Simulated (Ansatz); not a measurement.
## Elastic constants of CsH: input and output

All numbers below come from DFT PBEsol, scalar-relativistic, plane waves, PAW (Ansatz 0.2.0).

Launched with:
```bash
ansatz run input.yaml --threads 1 --pin off --max-ram 1228MiB --backend cpu --events-out ev --progress --plain --runs-dir out
```

Input (bare energies are in eV):
```yaml
crystal:
  lattice:
    - [0.0, 3.1339, 3.1339]
    - [3.1339, 0.0, 3.1339]
    - [3.1339, 3.1339, 0.0]
  atoms:
    - { symbol: Cs, position: [0.0, 0.0, 0.0] }
    - { symbol: H, position: [0.5, 0.5, 0.5] }
basis:
  ecutwfc: 420
kpoints:
  mp_grid: { grid: [8, 8, 8] }
hamiltonian:
  xc: pbesol
scf:
  occupations: { method: fixed }
output:
  forces: true
  stress: true
  eigenvalues: true
elastic:
  mode: relaxed_ion
  stencil: two_point
```

From the output:
```
--- Elastic constants: 2 strain directions × 2 members + reference (group order 48) ---
  dense FFT box of the reference and of every strained cell: 30×30×30
  strains applied: 11, 23; error gains: componentwise 1.00 (the most a stress slope's error grows in a printed constant), spectral 1.73 (1 for all six strains in a standard setting)
  C = ∂σ_k/∂η_j (tension-positive GPa; Voigt order 11 22 33 23 13 12):
        25.470      2.020      2.020      0.000     -0.000     -0.000
         2.020     25.470      2.020     -0.000      0.000      0.000
         2.020      2.020     25.470     -0.000      0.000      0.000
         0.000      0.000      0.000      5.407      0.000     -0.000
        -0.000     -0.000      0.000     -0.000      5.407      0.000
         0.000     -0.000      0.000      0.000     -0.000      5.407
  reference stress σ⁰ (GPa):      0.065      0.065      0.065     -0.000      0.000      0.000
  C* (energy form; C + prestress term) asymmetry max|C*_kj − C*_jk| = 4.441e-16 GPa — a small one proves nothing (zero by symmetry where the batch's group is 432, −43m or m−3m); a large one is finite-difference/SCF noise where every solve ...
  moduli (Voigt/Reuss/Hill, GPa): K = 9.84/9.84/9.84   G = 7.93/6.89/7.41   E = 17.77   ν = 0.199
  mechanically stable: yes (min eigenvalue of sym C = 5.41 GPa)
  strain η (Voigt 11):  stress-route row diagonal C_11 = 25.47 GPa, energy-path curvature d²(F+E_count+ΔE)/dδ²/Ω₀ = 25.48 GPa
         δ    σ_11 (GPa) F (eV) n_scf n_hpsi n_pw
    -2.000e-3       0.0131       -5601.7997170       8   11048   1243   relax 0 steps, max|allowed force component| 3.26e-30 eV/Å
     2.000e-3       0.1150       -5601.7996190       5    8651   1243   relax 0 steps, max|allowed force component| 5.18e-31 eV/Å
  strain η (Voigt 23):  stress-route row diagonal C_44 = 5.41 GPa, energy-path curvature d²(F+E_count+ΔE)/dδ²/Ω₀ = 5.37 GPa
         δ    σ_23 (GPa) F (eV) n_scf n_hpsi n_pw
    -2.000e-3      -0.0108       -5601.7996825       6   15277   1243   relax 0 steps, max|allowed force component| 2.19e-30 eV/Å
     2.000e-3       0.0108       -5601.7996825       4   13311   1243   relax 0 steps, max|allowed force component| 4.14e-30 eV/Å
```

Time: 21 s on 1 thread of Arm Neoverse N1 (shared host), peak memory 0.36 GiB.

The cell is the ideal cubic rocksalt prototype.